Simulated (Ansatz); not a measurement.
A crystal relaxed with r2SCAN in the plane-wave code Ansatz has space group Cmmm (No. 65) and a = 6.559 Å, b = 6.560 Å, c = 6.039 Å.

| atom | site | x | y | z |
| --- | --- | --- | --- | --- |
| Xx | 4l | 0.5000 | 0.0000 | 0.2450 |
| Xx | 2a | 0.0000 | 0.0000 | 0.0000 |
| O | 8o | 0.1998 | 0.0000 | 0.2383 |
| O | 4i | 0.5000 | 0.8054 | 0.0000 |
| Sn | 2d | 0.0000 | 0.0000 | 0.5000 |
| O | 4j | 0.5000 | 0.8120 | 0.5000 |

With r2SCAN the gap is 2.18 eV and direct, at Γ. With HSE06 the gap is 3.36 eV and direct, at Γ. The PBE gap is direct at Γ: 1.76 eV. Meshes: r2SCAN 6×6×4, HSE06 4×4×4, PBE 6×6×4. r2SCAN's ε∞ is 6.1, 5.5 and 6.7 along x, y and z.

**Question.** Which element is Xx?
A. Hf
B. Zr
C. Ti

**Answer.** C. Xx is Ti: Ti₃SnO₈ on the sites of the rutile structure (relaxed group Cmmm). Ti is surrounded by 6 O at 1.95–1.97 Å and 1 Ti at 2.96 Å; Ti is surrounded by 6 O at 1.95–2.00 Å; O is surrounded by 2 Ti at 1.95–1.97 Å and 1 Sn at 2.05 Å; O is surrounded by 3 Ti at 1.95–2.00 Å; Sn is surrounded by 6 O at 2.05 Å; O is surrounded by 2 Ti at 1.97 Å and 1 Sn at 2.05 Å.

Spin-unpolarised throughout. Whether this structure exists isn't addressed.

No spin-orbit coupling is included; it can move band edges with weight on the heavy atoms by tenths of an eV.

The meshes of the hybrids are coarse, so their gaps aren't converged to the digits shown.

For a response run the program warns that the ground state's bands aren't all converged, so ε∞ carries an extra error.
